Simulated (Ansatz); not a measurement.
Theory: DFT PBE, scalar-relativistic, plane waves, PAW, and for the lanthanide a 4f-in-core norm-conserving potential (Ansatz 0.2.0). Settings: cutoff 660 eV, Γ-centred meshes spaced at most about 0.3 Å⁻¹, and about 0.25 Å⁻¹ or finer for metals (2π included), Gaussian smearing. No spin polarisation in the final relaxations.

Temperature and zero-point effects are left out. All come from trial cells, and lower structures may exist.

Task: Order these relaxed structures of PrMgH by energy, lowest first, with the energy over the lowest of them.
1.

```cif
data_structure
_symmetry_space_group_name_H-M 'P-6m2'
_symmetry_Int_Tables_number 187
_cell_length_a 3.6310
_cell_length_b 3.6310
_cell_length_c 5.4384
_cell_angle_alpha 90.000
_cell_angle_beta 90.000
_cell_angle_gamma 120.000
_cell_volume 62.09
loop_
_atom_site_label
_atom_site_type_symbol
_atom_site_symmetry_multiplicity
_atom_site_Wyckoff_symbol
_atom_site_fract_x
_atom_site_fract_y
_atom_site_fract_z
_atom_site_occupancy
Pr1 Pr 1 a 0.00000 0.00000 0.00000 1
Mg1 Mg 1 f 0.66667 0.33333 0.50000 1
H1 H 1 d 0.33333 0.66667 0.50000 1
```

2.

```cif
data_structure
_symmetry_space_group_name_H-M 'P4/mmm'
_symmetry_Int_Tables_number 123
_cell_length_a 3.5394
_cell_length_b 3.5394
_cell_length_c 4.7486
_cell_angle_alpha 90.000
_cell_angle_beta 90.000
_cell_angle_gamma 90.000
_cell_volume 59.49
loop_
_atom_site_label
_atom_site_type_symbol
_atom_site_symmetry_multiplicity
_atom_site_Wyckoff_symbol
_atom_site_fract_x
_atom_site_fract_y
_atom_site_fract_z
_atom_site_occupancy
Pr1 Pr 1 a 0.00000 0.00000 0.00000 1
Mg1 Mg 1 d 0.50000 0.50000 0.50000 1
H1 H 1 b 0.00000 0.00000 0.50000 1
```

3.

```cif
data_structure
_symmetry_space_group_name_H-M 'P4/mmm'
_symmetry_Int_Tables_number 123
_cell_length_a 3.5964
_cell_length_b 3.5964
_cell_length_c 4.4879
_cell_angle_alpha 90.000
_cell_angle_beta 90.000
_cell_angle_gamma 90.000
_cell_volume 58.05
loop_
_atom_site_label
_atom_site_type_symbol
_atom_site_symmetry_multiplicity
_atom_site_Wyckoff_symbol
_atom_site_fract_x
_atom_site_fract_y
_atom_site_fract_z
_atom_site_occupancy
Pr1 Pr 1 a 0.00000 0.00000 0.00000 1
Mg1 Mg 1 d 0.50000 0.50000 0.50000 1
H1 H 1 c 0.50000 0.50000 0.00000 1
```

4.

```cif
data_structure
_symmetry_space_group_name_H-M 'Pmmm'
_symmetry_Int_Tables_number 47
_cell_length_a 3.5884
_cell_length_b 3.5916
_cell_length_c 10.6384
_cell_angle_alpha 90.000
_cell_angle_beta 90.000
_cell_angle_gamma 90.000
_cell_volume 137.11
loop_
_atom_site_label
_atom_site_type_symbol
_atom_site_symmetry_multiplicity
_atom_site_Wyckoff_symbol
_atom_site_fract_x
_atom_site_fract_y
_atom_site_fract_z
_atom_site_occupancy
Pr1 Pr 1 a 0.00000 0.00000 0.00000 1
Pr2 Pr 1 d 0.50000 0.00000 0.50000 1
Mg1 Mg 2 r 0.00000 0.50000 0.27607 1
H1 H 2 t 0.50000 0.50000 0.36519 1
```

Result: 3 (0 meV/atom), 2 (154 meV/atom), 4 (223 meV/atom), 1 (480 meV/atom). Forms: 3 P4/mmm; 2 P4/mmm; 4 Pmmm; 1 P-6m2. Counting H atoms around Mg and Pr (those within 1.25 times the shortest such distance or 1.15 times the sum of covalent radii, 1.27 where that leaves under three; the shortest distance is added where it exceeds 1.18 times the sum of covalent radii; a slash parts the counts of unlike sites): cell 3 has Pr 4, Mg 2; cell 2 has Pr 2, Mg 4 from 2.5 Å; cell 4 has Pr 4/8 from 4.6 Å, Mg 2; cell 1 has Pr 6 from 3.4 Å, Mg 3.

With hydrogen, zero-point motion can shift such differences by 10 meV/atom or more. Cells relaxed within their symmetry can be saddle points. Some candidate types were left out of the draw beforehand, so a known form may be missing.

The lanthanide is trivalent by construction, without f bands, f moments or other valences.
